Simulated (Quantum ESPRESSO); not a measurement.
## Mo2Ta2AuGa3 (one run as intended and one with a planted mistake)

Simulated, not a measurement. The program is pw.x of Quantum ESPRESSO 7.5 (plane-wave density functional theory). The cell is made up: eight metal atoms on a hexagonal close-packed lattice, with elements, volume, strain and displacements drawn at random and not relaxed, so it may be unstable or far from any real phase. PseudoDojo standard norm-conserving files set the functional (PBE unless stated); there is no spin polarisation or spin-orbit coupling, the Fermi-Dirac width of 0.25 eV means electrons at about 2900 K, and the masses in the input are unused placeholders. Heavy elements are run without spin-orbit coupling, which real alloys of them have. A spin test at this wide smearing found no moment, but such smearing suppresses magnetism that the real alloy may have.

Intended input:

```
&control calculation='scf', pseudo_dir='./dojo.nc.sr.pbe.v0_5.standard.upf', outdir='./o', disk_io='minimal', tprnfor=.true., tstress=.true. /
&system ibrav=0, nat=8, ntyp=4, nbnd=70, ecutwfc=82.02448710, nosym=.true., tot_charge=0,
 occupations='smearing', smearing='fd', degauss=0.0183746611
/
&electrons conv_thr=1.470e-08, electron_maxstep=70, mixing_beta=0.5 /
ATOMIC_SPECIES
Au 1.0 Au.upf
Ga 1.0 Ga.upf
Mo 1.0 Mo.upf
Ta 1.0 Ta.upf
CELL_PARAMETERS angstrom
-2.9485 0.0 0.0
0.0 5.107 0.0
1.4743 -2.5535 -9.9058
ATOMIC_POSITIONS angstrom
Mo 0.0109 -0.0199 -0.0197
Mo -0.0139 1.6455 -2.4771
Ta -0.0403 0.0856 -4.9851
Au 0.0193 1.7202 -7.4371
Ga -1.4352 2.7124 -0.0211
Ga -1.454 4.2688 -2.4543
Ga -1.4846 2.4708 -4.9451
Ta -1.463 -0.7901 -7.5041
K_POINTS automatic
8 5 3 1 1 1
```

The log is shortened where brackets say so; the opening notice, blank lines, dates and the lines on written files are dropped, and the path of the files is cut. It prints rydbergs, bohrs and kilobars, and counts compression as positive stress. Its total energy is the free energy E - TS of the whole cell.

Log of the intended run:

```
     Program PWSCF v.7.5
     Parallel version (MPI & OpenMP), running on       4 processor cores
     Number of MPI processes:                 4
     Threads/MPI process:                     1
     [start-up lines left out]
     bravais-lattice index     =            0
     lattice parameter (alat)  =       5.5719  a.u.
     unit-cell volume          =    1006.5912 (a.u.)^3
     number of atoms/cell      =            8
     number of atomic types    =            4
     number of electrons       =       112.00
     number of Kohn-Sham states=           70
     kinetic-energy cutoff     =      82.0245  Ry
     charge density cutoff     =     328.0979  Ry
     scf convergence threshold =      1.5E-08
     mixing beta               =       0.5000
     number of iterations used =            8  plain     mixing
     Exchange-correlation= PBE
                           (   1   4   3   4   0   0   0)
     [axes and pseudopotential details left out]
   Cartesian axes
     site n.     atom                  positions (alat units)
         1        Mo     tau(   1) = (   0.0036968  -0.0067492  -0.0066814  )
         2        Mo     tau(   2) = (  -0.0047143   0.5580804  -0.8401221  )
         3        Ta     tau(   3) = (  -0.0136680   0.0290317  -1.6907241  )
         4        Au     tau(   4) = (   0.0065457   0.5834153  -2.5223334  )
         5        Ga     tau(   5) = (  -0.4867560   0.9199254  -0.0071562  )
         6        Ga     tau(   6) = (  -0.4931321   1.4477870  -0.8323894  )
         7        Ga     tau(   7) = (  -0.5035103   0.8379854  -1.6771579  )
         8        Ta     tau(   8) = (  -0.4961845  -0.2679668  -2.5450568  )
     number of k points=    60  Fermi-Dirac smearing, width (Ry)=  0.0184
                       cart. coord. in units 2pi/alat
        k(    1) = (  -0.0625000   0.0577345  -0.0737937), wk =   0.0333333
        k(    2) = (  -0.0625000   0.0577345   0.1246423), wk =   0.0333333
     [further k points left out]
     Dense  grid:   100981 G-vectors     FFT dimensions: (  36,  60, 120)
     Estimated max dynamical RAM per process >     388.33 MB
     Estimated total dynamical RAM >       1.44 GB
     Initial potential from superposition of free atoms
     starting charge     111.9872, renormalised to     112.0000
     Starting wfcs are   77 randomized atomic wfcs
     total cpu time spent up to now is        8.1 secs
     per-process dynamical memory:   312.5 Mb
     Self-consistent Calculation
     iteration #  1     ecut=    82.02 Ry     beta= 0.50
     Davidson diagonalization with overlap
     ethr =  1.00E-02,  avg # of iterations =  2.8
     total cpu time spent up to now is       25.4 secs
     total energy              =   -1295.75563606 Ry
     estimated scf accuracy    <       1.78203076 Ry
     iteration #  2     ecut=    82.02 Ry     beta= 0.50
     Davidson diagonalization with overlap
     ethr =  1.59E-03,  avg # of iterations =  6.4
     total cpu time spent up to now is       45.5 secs
     total energy              =   -1294.10401185 Ry
     estimated scf accuracy    <      40.60682290 Ry
     [iterations 3 to 15 left out]
     iteration # 16     ecut=    82.02 Ry     beta= 0.50
     Davidson diagonalization with overlap
     ethr =  4.66E-11,  avg # of iterations =  1.1
     total cpu time spent up to now is      293.3 secs
     total energy              =   -1296.69314397 Ry
     estimated scf accuracy    <       0.00000002 Ry
     iteration # 17     ecut=    82.02 Ry     beta= 0.50
     Davidson diagonalization with overlap
     ethr =  1.37E-11,  avg # of iterations =  1.0
     total cpu time spent up to now is      307.4 secs
     End of self-consistent calculation
     [lines on levels left out]
!    total energy              =   -1296.69314396 Ry
     estimated scf accuracy    <          3.1E-09 Ry
     smearing contrib. (-TS)   =      -0.10414925 Ry
     internal energy E=F+TS    =   -1296.58899471 Ry
     The total energy is F=E-TS. E is the sum of the following terms:
     one-electron contribution =    -373.87842802 Ry
     hartree contribution      =     259.19376794 Ry
     xc contribution           =    -277.56003199 Ry
     ewald contribution        =    -904.34430265 Ry
     convergence has been achieved in  17 iterations
     Forces acting on atoms (cartesian axes, Ry/au):
     atom    1 type  3   force =     0.00185169    0.04410460   -0.01376382
     atom    2 type  3   force =     0.00126296   -0.00939784    0.01146579
     atom    3 type  4   force =     0.00142386   -0.03231548    0.02529655
     atom    4 type  1   force =    -0.00118437    0.01554740   -0.00758018
     atom    5 type  2   force =    -0.00204581   -0.03258849   -0.00730312
     atom    6 type  2   force =    -0.00142404    0.00187935   -0.00072310
     atom    7 type  2   force =    -0.00100663    0.03454302   -0.00106982
     atom    8 type  4   force =     0.00112234   -0.02177257   -0.00632230
     Total force =     0.084750     Total SCF correction =     0.000322
     Computing stress (Cartesian axis) and pressure
          total   stress  (Ry/bohr**3)                   (kbar)     P=     -142.76
  -0.00096999   0.00000041   0.00000344         -142.69        0.06        0.51
   0.00000041  -0.00093628  -0.00002406            0.06     -137.73       -3.54
   0.00000344  -0.00002406  -0.00100502            0.51       -3.54     -147.84
     init_run     :      7.45s CPU      7.87s WALL (       1 calls)
     electrons    :    289.96s CPU    299.34s WALL (       1 calls)
     forces       :      2.84s CPU      2.87s WALL (       1 calls)
     stress       :     11.06s CPU     11.08s WALL (       1 calls)
     [timing details left out]
     PWSCF        :   5m11.54s CPU   5m21.51s WALL
     JOB DONE.
```

A second run has one planted mistake: one coordinate of one atom is wrong. The input lines that differ:

```
- Ta -0.0403 0.0856 -4.9851
+ Ta -0.0403 -0.0644 -4.9851
```

Its log:

```
     Program PWSCF v.7.5
     Parallel version (MPI & OpenMP), running on       4 processor cores
     Number of MPI processes:                 4
     Threads/MPI process:                     1
     [start-up lines left out]
     bravais-lattice index     =            0
     lattice parameter (alat)  =       5.5719  a.u.
     unit-cell volume          =    1006.5912 (a.u.)^3
     number of atoms/cell      =            8
     number of atomic types    =            4
     number of electrons       =       112.00
     number of Kohn-Sham states=           70
     kinetic-energy cutoff     =      82.0245  Ry
     charge density cutoff     =     328.0979  Ry
     scf convergence threshold =      1.5E-08
     mixing beta               =       0.5000
     number of iterations used =            8  plain     mixing
     Exchange-correlation= PBE
                           (   1   4   3   4   0   0   0)
     [axes and pseudopotential details left out]
   Cartesian axes
     site n.     atom                  positions (alat units)
         1        Mo     tau(   1) = (   0.0036968  -0.0067492  -0.0066814  )
         2        Mo     tau(   2) = (  -0.0047143   0.5580804  -0.8401221  )
         3        Ta     tau(   3) = (  -0.0136680  -0.0218416  -1.6907241  )
         4        Au     tau(   4) = (   0.0065457   0.5834153  -2.5223334  )
         5        Ga     tau(   5) = (  -0.4867560   0.9199254  -0.0071562  )
         6        Ga     tau(   6) = (  -0.4931321   1.4477870  -0.8323894  )
         7        Ga     tau(   7) = (  -0.5035103   0.8379854  -1.6771579  )
         8        Ta     tau(   8) = (  -0.4961845  -0.2679668  -2.5450568  )
     number of k points=    60  Fermi-Dirac smearing, width (Ry)=  0.0184
                       cart. coord. in units 2pi/alat
        k(    1) = (  -0.0625000   0.0577345  -0.0737937), wk =   0.0333333
        k(    2) = (  -0.0625000   0.0577345   0.1246423), wk =   0.0333333
     [further k points left out]
     Dense  grid:   100981 G-vectors     FFT dimensions: (  36,  60, 120)
     Estimated max dynamical RAM per process >     388.33 MB
     Estimated total dynamical RAM >       1.44 GB
     Initial potential from superposition of free atoms
     starting charge     111.9872, renormalised to     112.0000
     Starting wfcs are   77 randomized atomic wfcs
     total cpu time spent up to now is       13.0 secs
     per-process dynamical memory:   312.5 Mb
     Self-consistent Calculation
     iteration #  1     ecut=    82.02 Ry     beta= 0.50
     Davidson diagonalization with overlap
     ethr =  1.00E-02,  avg # of iterations =  2.8
     total cpu time spent up to now is       47.6 secs
     total energy              =   -1295.74774457 Ry
     estimated scf accuracy    <       1.79802138 Ry
     iteration #  2     ecut=    82.02 Ry     beta= 0.50
     Davidson diagonalization with overlap
     ethr =  1.61E-03,  avg # of iterations =  6.1
     total cpu time spent up to now is       73.5 secs
     total energy              =   -1294.02794064 Ry
     estimated scf accuracy    <      41.87234683 Ry
     [iterations 3 to 15 left out]
     iteration # 16     ecut=    82.02 Ry     beta= 0.50
     Davidson diagonalization with overlap
     ethr =  1.45E-11,  avg # of iterations =  3.0
     total cpu time spent up to now is      452.0 secs
     total energy              =   -1296.69748193 Ry
     estimated scf accuracy    <       0.00000004 Ry
     iteration # 17     ecut=    82.02 Ry     beta= 0.50
     Davidson diagonalization with overlap
     ethr =  1.45E-11,  avg # of iterations =  2.0
     total cpu time spent up to now is      472.9 secs
     End of self-consistent calculation
     [lines on levels left out]
!    total energy              =   -1296.69748192 Ry
     estimated scf accuracy    <          9.5E-09 Ry
     smearing contrib. (-TS)   =      -0.10444050 Ry
     internal energy E=F+TS    =   -1296.59304142 Ry
     The total energy is F=E-TS. E is the sum of the following terms:
     one-electron contribution =    -371.48168444 Ry
     hartree contribution      =     258.00840702 Ry
     xc contribution           =    -277.54844332 Ry
     ewald contribution        =    -905.57132067 Ry
     convergence has been achieved in  17 iterations
     Forces acting on atoms (cartesian axes, Ry/au):
     atom    1 type  3   force =     0.00187082    0.04503155   -0.01317705
     atom    2 type  3   force =     0.00092293   -0.01189776    0.00669307
     atom    3 type  4   force =     0.00211265    0.00029043    0.02120445
     atom    4 type  1   force =    -0.00121927    0.01085467   -0.00204640
     atom    5 type  2   force =    -0.00205896   -0.03256302   -0.00894671
     atom    6 type  2   force =    -0.00167535    0.00249297    0.00279749
     atom    7 type  2   force =    -0.00074284    0.00636502    0.00079264
     atom    8 type  4   force =     0.00079000   -0.02057387   -0.00731749
     Total force =     0.068194     Total SCF correction =     0.000467
     Computing stress (Cartesian axis) and pressure
          total   stress  (Ry/bohr**3)                   (kbar)     P=     -147.31
  -0.00097287   0.00000385   0.00000335         -143.11        0.57        0.49
   0.00000385  -0.00099371  -0.00000370            0.57     -146.18       -0.54
   0.00000335  -0.00000370  -0.00103758            0.49       -0.54     -152.63
     init_run     :     11.81s CPU     12.43s WALL (       1 calls)
     electrons    :    445.19s CPU    459.93s WALL (       1 calls)
     forces       :      4.10s CPU      4.15s WALL (       1 calls)
     stress       :     12.81s CPU     12.89s WALL (       1 calls)
     [timing details left out]
     PWSCF        :   7m54.44s CPU   8m10.06s WALL
     JOB DONE.
```

|  | intended run | run with the mistake |
| --- | --- | --- |
| free energy (eV) | -17642.409 | -17642.468 |
| entropy term -TS, part of it (eV) | -1.417 | -1.421 |
| pressure (GPa) | -14.28 | -14.73 |
| size of the largest force component (eV/Å) | 1.134 | 1.158 |
| largest change of a force component (eV/Å) |  | 0.838 |
| iterations | 17 | 17 |

For scale, a rerun of the intended cell at a higher cutoff and on a denser mesh moved values by no more than 0.004 eV in energy, 0.10 GPa in stress and 0.015 eV/Å in force, and a second program with other atomic files agreed on that cell to 2 % rms in force and 0.5 GPa in pressure.